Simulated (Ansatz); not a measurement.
InP (zinc blende, space group No. 216), LDA (plane waves, PAW; program Ansatz), all energies at zero smearing, with the estimated change up to a 700 eV cutoff added, with one set of potentials and settings (totals compare only within such a set). Cell of 2 atoms (1 In, 1 P): -6183.604 eV.

```tsv
element	reference phase	E (eV/atom)
In	I4/mmm, 1 atoms in the cell	-5457.2167
P	Cmce, 4 atoms in the cell	-725.9590
```

Formation energy per atom, worked out: (-6183.604 − 1×(-5457.2167) − 1×(-725.9590))/2 = -0.214 eV/atom (-21 kJ per mol of atoms), at 0 K, without zero-point energy or fitted corrections.

Space group F-43m (zinc blende). Symmetry was held in the LDA relaxation; of distortions, only those at the zone centre were tested. The references are the lowest solids computed at this level, not always the standard phases.

Potentials: the earlier of the program's two PAW sets.
